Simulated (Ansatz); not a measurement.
SrZrO₃:
```cif
data_O3SrZr
_chemical_formula_sum 'Sr1 Zr1 O3'
_space_group_name_H-M_alt 'P 1'
_space_group_IT_number 1
_cell_length_a 4.11123
_cell_length_b 4.11123
_cell_length_c 4.19216
_cell_angle_alpha 90.000
_cell_angle_beta 90.000
_cell_angle_gamma 90.000
loop_
_space_group_symop_operation_xyz
  'x, y, z'
loop_
_atom_site_label
_atom_site_type_symbol
_atom_site_fract_x
_atom_site_fract_y
_atom_site_fract_z
_atom_site_occupancy
Sr1 Sr 0.50000 0.50000 0.55394 1
Zr1 Zr 0.00000 0.00000 0.00406 1
O1 O 0.00000 0.00000 0.48198 1
O2 O 0.50000 0.00000 0.95201 1
O3 O 0.00000 0.50000 0.95201 1
```

This is the PBEsol-relaxed structure.

Problem. All from PBEsol in the plane-wave PAW code Ansatz, unless another level is named. Give the electron effective mass with spin–orbit coupling.

Solution. 0.42, 0.42, 2.7 mₑ (principal values).

Problem. What about the formation energy from the elements (no fitted shifts)?

Solution. -3.29 eV/atom.

Problem. Give the weight of the valence-edge state by species (Voronoi cells).

Solution. O 98 %.

Problem. Predict the weight of the conduction-edge state by species (Voronoi cells).

Solution. Zr 59 %, O 32 %, Sr 9 %.

Space group P4mm. The workflow started from a Materials Project entry (that database holds measured and hypothetical structures alike); the Crystallography Open Database copy checked does not list it. COD files the formula under space group No. 62, 63, 221, so this cell is another polymorph or a model. Whether it is the stable phase at ambient conditions was not checked. The cell was relaxed with PBEsol under the symmetry of its start. At this level the phase is dynamically unstable (imaginary phonons). The run is not spin-polarised. The references are the lowest solids computed at this level, not always the standard phases (solids in place of the gases). Spin–orbit coupling is left out wherever it is not named.

Potentials: the later of the program's two PAW sets.

Edges and masses are those of Kohn–Sham bands, whose gap is no quasiparticle gap.
